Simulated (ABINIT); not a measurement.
ABINIT input for ScAl3, PBE with JTH PAW datasets:

```
pp_dirpath "./pseudo"
pseudos "Sc.GGA_PBE-JTH.xml, Al.GGA_PBE-JTH.xml"

acell 3*1.0 angstrom
rprim
    4.087810000000     0.000000000000     0.000000000000
    0.000000000000     4.087810000000     0.000000000000
    0.000000000000     0.000000000000     4.087810000000
ntypat 2
znucl 21 13
natom 4
typat 1 2 2 2
xred
    0.000000000000     0.000000000000     0.000000000000
    0.500000000000     0.000000000000     0.500000000000
    0.000000000000     0.500000000000     0.500000000000
    0.500000000000     0.500000000000     0.000000000000
tolsym 1e-5
chksymtnons 0
chkprim 0

ecut 20
pawecutdg 40
pawovlp 20
ngkpt 10 10 10
nshiftk 1
shiftk 0 0 0
nband 13
occopt 3
tsmear 0.003
tolvrs 1e-10
nstep 90

nucefg 2
quadmom 0.22 0.1466
nucfc 1
prtwf 0
prtden 0
prteig 0
prtebands 0
prtgsr 0
```

The geometry is a computed Materials Project entry, not a measured one. It is ScAl3 in Pm-3m; whether this form has been observed was not checked. Stability against distortions was not tested. The run has no spin polarisation.

Each row changes or adds one setting. The quadmom values are sizes without sign and don't touch the SCF cycle. The limit is 90 steps. Cost ratios are rough, from a shared machine.  The run is metallic or nearly gapless at this level (smeared occupations).

Which of these changes costs the most SCF steps: diemac = 4; diemac = 40; diemix = 0.2; diemix = 1.0; iscf = 2; iscf = 7; nline = 1; npulayit = 12; wfoptalg = 114?

nline = 1, with 90 steps against 12 and no convergence.

```csv
setting typed,SCF steps,k-points,converged,rough cost ratio
as in the input,12,56,yes,about 1
diemac = 4,14,56,yes,about 1
diemac = 40,12,56,yes,about 1
diemix = 0.2,23,56,yes,about 1
diemix = 1.0,11,56,yes,about 1
iscf = 2,17,56,yes,about 1
iscf = 7,13,56,yes,about 1
nline = 1,90,56,no,3
npulayit = 12,12,56,yes,about 1
wfoptalg = 114,9,56,yes,about 1
```
